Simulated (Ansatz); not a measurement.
Input file for Ansatz (a program for electronic structure):

Ansatz 0.2 input:
```yaml
crystal:
  lattice:
    - [4.3476418446, 0.0, 0.0]
    - [0.0, 4.3476418446, 0.0]
    - [0.0, 0.0, 4.3476418446]
  atoms:
    - { symbol: Sn, position: [0.0, 0.0, 0.0] }
    - { symbol: O, position: [0.5, 0.5, 0.5] }
    - { symbol: Mg, position: [0.5, 0.5, 0.0] }
    - { symbol: Mg, position: [0.5, 0.0, 0.5] }
    - { symbol: Mg, position: [0.0, 0.5, 0.5] }
kpoints:
  mp_grid: { grid: [7, 7, 7] }
  band_path:
    path:
      - [[0.0, 0.0, 0.0], [0.0, 0.5, 0.0], [0.5, 0.5, 0.0], [0.0, 0.0, 0.0], [0.5, 0.5, 0.5], [0.0, 0.5, 0.0]]  # Γ-X-M-Γ-R-X
      - [[0.5, 0.5, 0.5], [0.5, 0.5, 0.0]]  # R-M
    npoints: 12
hamiltonian:
  xc: r2scan
  pseudopotentials: { azcp: { folder: ./paw }, kind: paw_fr }
magnetization: { noncollinear: true, spin_orbit: true }
scf:
  n_extra_bands: 12
  convergence: { dr2_threshold: 0.0000000001 }
  occupations: { method: gaussian, width: 0.05 }
output: { eigenvalues: true }
```

Output (shortened):

```
Pseudopotential: Sn, paw, valence charge 14
Pseudopotential: O, paw, valence charge 6
Pseudopotential: Mg, paw, valence charge 10
Functional definition: r2SCAN
non-collinear run that drives no moment, with spin-orbit …
Crystal: 5 atoms, lattice volume = 82.179 Å³
Basis set: ecut = 500 eV, 2103 PW (Γ), exchange–correlation on 128×128×128 points (64 copies of the dense FFT grid, shifted against one another)
Bands: 62, of which v1, the nominal top of the filled ones, is band 50 counted from 1 (49 counted from 0)
Symmetry: 48 space group operations + 48 with time reversal
k-points: 20 of 343
Projection manifold: j_resolved (fully-relativistic pseudo-atomic orbitals)
SCF iter   1: F=—  HF=-12379.674255 eV  |F-HF|=—  |Δ(HF+E_count)|=         —  Δρ=8.37e-2  dr2=6.03e0  dr2_τ=1.51e-2  dr2_m=0.00e0 (ungated)  ethr=3.10e-3  |M|=0.00e0 ∫|m|=0.00e0 μB  |m|>n=0.0e0 m-floor=0.0e0 τ_xc=0.0e0  β_m=0.30  ⟨swp⟩=9.6  Hψ=3235  notcnv=0  defer=8
preconditioner: auto → Resta (q_TF=auto, 2.511 Å⁻¹)
spin=Noncollinear: Resta preconditioning applied to the charge; magnetization (m_x, m_y, m_z) channels mix plain (no charge-response kernel on spin).
SCF iter   2: F=—  HF=-12378.959153 eV  |F-HF|=—  |Δ(HF+E_count)|=   7.15e-1  Δρ=3.21e-2  dr2=9.93e-1  dr2_τ=1.66e-2  dr2_m=0.00e0 (ungated)  ethr=3.10e-3  |M|=0.00e0 ∫|m|=0.00e0 μB  |m|>n=0.0e0 m-floor=0.0e0 τ_xc=0.0e0  β_m=0.37  ⟨swp⟩=2.5  Hψ=959  notcnv=0  defer=114
SCF iter   3: F=—  HF=-12379.019670 eV  |F-HF|=—  |Δ(HF+E_count)|=   6.05e-2  Δρ=1.75e-2  dr2=3.16e-1  dr2_τ=1.57e-3  dr2_m=0.00e0 (ungated)  ethr=1.99e-3  |M|=0.00e0 ∫|m|=0.00e0 μB  |m|>n=0.0e0 m-floor=0.0e0 τ_xc=0.0e0  β_m=0.68  ⟨swp⟩=2.0  Hψ=787  notcnv=0  defer=114
SCF iter   4: F=—  HF=-12379.116396 eV  |F-HF|=—  |Δ(HF+E_count)|=   9.67e-2  Δρ=3.27e-3  dr2=1.06e-2  dr2_τ=8.59e-5  dr2_m=0.00e0 (ungated)  ethr=6.32e-4  |M|=0.00e0 ∫|m|=0.00e0 μB  |m|>n=0.0e0 m-floor=0.0e0 τ_xc=0.0e0  β_m=0.77  ⟨swp⟩=2.1  Hψ=857  notcnv=0  defer=116
SCF iter   5: F=—  HF=-12379.118558 eV  |F-HF|=—  |Δ(HF+E_count)|=   2.16e-3  Δρ=9.79e-4  dr2=5.53e-4  dr2_τ=5.58e-6  dr2_m=0.00e0 (ungated)  ethr=2.13e-5  |M|=0.00e0 ∫|m|=0.00e0 μB  |m|>n=0.0e0 m-floor=0.0e0 τ_xc=0.0e0  β_m=0.89  ⟨swp⟩=2.0  Hψ=976  notcnv=0  defer=114
SCF iter   6: F=—  HF=-12379.118941 eV  |F-HF|=—  |Δ(HF+E_count)|=   3.83e-4  Δρ=1.68e-4  dr2=2.66e-5  dr2_τ=2.54e-7  dr2_m=0.00e0 (ungated)  ethr=1.11e-6  |M|=0.00e0 ∫|m|=0.00e0 μB  |m|>n=0.0e0 m-floor=0.0e0 τ_xc=0.0e0  β_m=0.86  ⟨swp⟩=3.0  Hψ=1076  notcnv=0  defer=114
SCF iter   7: F=—  HF=-12379.118941 eV  |F-HF|=—  |Δ(HF+E_count)|=   6.82e-8  Δρ=6.58e-5  dr2=2.95e-6  dr2_τ=2.23e-8  dr2_m=0.00e0 (ungated)  ethr=5.32e-8  |M|=0.00e0 ∫|m|=0.00e0 μB  |m|>n=0.0e0 m-floor=0.0e0 τ_xc=0.0e0  β_m=0.93  ⟨swp⟩=2.0  Hψ=823  notcnv=0  defer=114
SCF iter   8: F=—  HF=-12379.118990 eV  |F-HF|=—  |Δ(HF+E_count)|=   4.91e-5  Δρ=1.51e-5  dr2=1.28e-7  dr2_τ=2.35e-9  dr2_m=0.00e0 (ungated)  ethr=5.91e-9  |M|=0.00e0 ∫|m|=0.00e0 μB  |m|>n=0.0e0 m-floor=0.0e0 τ_xc=0.0e0  β_m=0.94  ⟨swp⟩=2.0  Hψ=797  notcnv=0  defer=114
SCF iter  11: F=-12379.118990 eV  HF=-12379.118990 eV  |F-HF|=1.82e-12  |Δ(HF+E_count)|=  3.00e-10  Δρ=1.03e-7  dr2=8.38e-12  dr2_τ=7.50e-14  dr2_m=0.00e0 (ungated)  ethr=1.00e-12  |M|=0.00e0 ∫|m|=0.00e0 μB  |m|>n=0.0e0 m-floor=0.0e0 τ_xc=0.0e0  ⟨swp⟩=10.6  Hψ=2126  notcnv=0
SCF 1 converged in 11 iterations: F = -12379.118990 eV  dr2 = 8.38e-12
NSCF: frozen V_eff on 74 k-points
SCF converged after 11 iterations
Magnetization: |M| = 0.0000 μB,  M = (+0.0000, +0.0000, +0.0000) μB
Absolute magnetization: 0.0000 μB (∫|m|)
  site 0: m = (+0.0000, +0.0000, +0.0000) μB, |m| = 0.0000 μB  (R = 1.27 Å)
  site 1: m = (+0.0000, +0.0000, +0.0000) μB, |m| = 0.0000 μB  (R = 0.90 Å)
  site 2: m = (+0.0000, +0.0000, +0.0000) μB, |m| = 0.0000 μB  (R = 0.90 Å)
  site 3: m = (+0.0000, +0.0000, +0.0000) μB, |m| = 0.0000 μB  (R = 0.90 Å)
  site 4: m = (+0.0000, +0.0000, +0.0000) μB, |m| = 0.0000 μB  (R = 0.90 Å)
Free energy (F): -12379.118990 eV
Harris-Foulkes:  -12379.118990 eV  (|F-HF|=1.82e-12)
Internal energy: -12379.118983 eV  (E = F + TS)
E sigma→0 (E₀):  -12379.118987 eV
Entropy (-TS):   -0.000007 eV (-0.001 meV/atom)
Fermi energy:    10.008617 eV
--- Per-component energies (eV) ---
  E_band       = -1114.651555
  E_kinetic    = 552.050715
  E_local      = -6022.709055  (includes V_loc(G=0)·N_el)
  E_nonlocal   = 782.397482
  E_hartree    = 2206.192501
  E_xc         = -263.686405
  E_vxc        = -299.326452  (∫ρ·V_xc dr)
  E_paw        = -5464.887951  (= ΣΔE_a)
  E_vpaw       = -558.681269  (= ΣTr[D̂ρ^β])
  E_aug_tail   = 0.000267  (compensation charges beyond the density's cutoff)
  E_vtau       = 19.231748  (kinetic-family band-sum trace: ∫τ·v_τ [+ j·A + Jᵃ·Aᵃ] dr)
  E_ewald      = -4169.110561
  E_core_change = 0.634024  (= ΣΔE_core)
  E_smearing   = -0.000007  (= −TS)
  E_closure    =  0.000000  (closes the sum)
  Σ components = -12379.118990   (vs F -12379.118990, Δ=0.00e0)
  [band-id]    e_kinetic+e_local+e_nonlocal+2·e_hartree+e_vxc+e_vpaw+e_augmentation_tail+e_vtau = -1114.651561   (vs E_band -1114.651555, Δ=-6.54e-6)
--- Band table (eV; the first three rows and the last of 20) ---
  k-point 0: bands = ["-69.8033", "-69.8033", "-69.7986", "-69.7986", "-69.7986", "-69.7986", "-35.1049", "-35.1049", "-35.1049", "-35.1049", "-35.0859", "-35.0859", "-34.8249", "-34.8249", "-34.8249", "-34.8249", "-34.8184", "-34.8184", "-34.8085", …
  k-point 1: bands = ["-69.8031", "-69.8031", "-69.7988", "-69.7988", "-69.7986", "-69.7986", "-35.1049", "-35.1049", "-35.1041", "-35.1041", "-35.0868", "-35.0868", "-34.8247", "-34.8247", "-34.8245", "-34.8245", "-34.8186", "-34.8186", "-34.8076", …
  k-point 2: bands = ["-69.8025", "-69.8025", "-69.7993", "-69.7993", "-69.7986", "-69.7986", "-35.1049", "-35.1049", "-35.1019", "-35.1019", "-35.0890", "-35.0890", "-34.8244", "-34.8244", "-34.8232", "-34.8232", "-34.8192", "-34.8192", "-34.8047", …
  k-point 19: bands = ["-69.8003", "-69.8003", "-69.8001", "-69.8001", "-69.8001", "-69.8001", "-35.1001", "-35.1001", "-35.1000", "-35.1000", "-35.0991", "-35.0991", "-34.8344", "-34.8344", "-34.8155", "-34.8155", "-34.8153", "-34.8153", "-34.8126", …
```

Cost: about 2.6 core-minutes (a rough figure) on shared cores.

Space group Pm-3m (anti-perovskite). The start of the workflow was typed in or built on a structure type; neither database checked (COD, Materials Project) lists it. Its standing as an ambient phase is unchecked. Symmetry was held in the r²SCAN relaxation; whether a distortion lowers the energy is not shown.

Potentials: the earlier of the program's two PAW sets.

Ansatz is a plane-wave DFT program.
